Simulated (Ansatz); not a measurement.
## Elastic constants of Ge at 15 GPa (stress–strain coefficients): input and output

The calculation used DFT LDA, scalar-relativistic, plane waves, PAW (Ansatz).

Launched with:
```bash
ansatz run input.yaml --threads 1 --pin off --max-ram 3072MiB --backend cpu --events-out ev --progress --plain --runs-dir out
```

Input (bare energies are in eV):
```yaml
crystal:
  lattice:
    - [0.0, 2.6765734125, 2.6765734125]
    - [2.6765734125, 0.0, 2.6765734125]
    - [2.6765734125, 2.6765734125, 0.0]
  atoms:
    - { symbol: Ge, position: [0.5, 0.5, 0.5] }
    - { symbol: Ge, position: [0.75, 0.75, 0.75] }
basis:
  ecutwfc: 420
kpoints:
  mp_grid: { grid: [12, 12, 12] }
hamiltonian:
  xc: lda
scf:
  occupations: { method: gaussian, width: 0.01 }
output:
  forces: true
  stress: true
  eigenvalues: true
elastic:
  mode: relaxed_ion
```

From the output:
```
--- Elastic constants: 2 strain directions × 4 members + reference (group order 48) ---
  dense FFT box of the reference and of every strained cell: 27×27×27
  strains applied: 11, 23; error gains: componentwise 1.00 (the most a stress slope's error grows in a printed constant), spectral 1.73 (1 for all six strains in a standard setting)
  C = ∂σ_k/∂η_j (tension-positive GPa; Voigt order 11 22 33 23 13 12):
       190.011    110.638    110.638     -0.000      0.000     -0.000
       110.638    190.011    110.638     -0.000     -0.000      0.000
       110.638    110.638    190.011      0.000     -0.000     -0.000
         0.000     -0.000      0.000     75.242     -0.000     -0.000
         0.000     -0.000     -0.000      0.000     75.242      0.000
        -0.000      0.000     -0.000      0.000      0.000     75.242
  reference stress σ⁰ (GPa):    -15.001    -15.001    -15.001     -0.000      0.000      0.000
  C* (energy form; C + prestress term) asymmetry max|C*_kj − C*_jk| = 7.105e-14 GPa — a small one proves nothing (zero by symmetry where the batch's group is 432, −43m or m−3m); a large one is finite-difference/SCF noise where every solve ...
  moduli (Voigt/Reuss/Hill, GPa): K = 137.10/137.10/137.10   G = 61.02/55.39/58.21   E = 152.97   ν = 0.314
  mechanically stable: yes (min eigenvalue of sym C = 75.24 GPa)
  strain η (Voigt 11):  stress-route row diagonal C_11 = 190.01 GPa, energy-path curvature d²(F+E_count+ΔE)/dδ²/Ω₀ = 188.14 GPa
    cells at ±δ against ±2δ: C11 190.03 and 190.07 GPa, apart by 0.02 % of the column's largest entry
         δ    σ_11 (GPa) F (eV) n_scf n_hpsi n_pw
    -4.000e-3     -15.7647       -8431.1777558       7   54668    760   relax 0 steps, max|allowed force component| 5.55e-17 eV/Å
    -2.000e-3     -15.3820       -8431.1852120       4   43378    760   relax 0 steps, max|allowed force component| 5.38e-17 eV/Å
     2.000e-3     -14.6219       -8431.1995683       4   39308    761   relax 0 steps, max|allowed force component| 7.63e-17 eV/Å
     4.000e-3     -14.2442       -8431.2064801       5   44300    765   relax 0 steps, max|allowed force component| 7.81e-17 eV/Å
  strain η (Voigt 23):  stress-route row diagonal C_44 = 75.24 GPa, energy-path curvature d²(F+E_count+ΔE)/dδ²/Ω₀ = 81.85 GPa
    cells at ±δ against ±2δ: C44 75.26 and 75.29 GPa, apart by 0.05 % of the column's largest entry
         δ    σ_23 (GPa) F (eV) n_scf n_hpsi n_pw
    -4.000e-3      -0.3012       -8431.1923230       2   43189    762   relax 3 steps, max|allowed force component| 3.71e-7 eV/Å
    -2.000e-3      -0.1505       -8431.1924408       2   43218    760   relax 2 steps, max|allowed force component| 1.19e-7 eV/Å
     2.000e-3       0.1505       -8431.1924408       2   43228    760   relax 2 steps, max|allowed force component| 4.22e-10 eV/Å
     4.000e-3       0.3012       -8431.1923230       2   43200    762   relax 2 steps, max|allowed force component| 1.26e-6 eV/Å
```

It took 2.2 min on 1 thread of AMD EPYC 7R43 64-Core Processor (Zen 3), on a shared host, peak memory 0.5 GiB.

The real crystal has changed phase below this pressure. The bands were filled as in an insulator; under compression the gap may have closed between mesh points.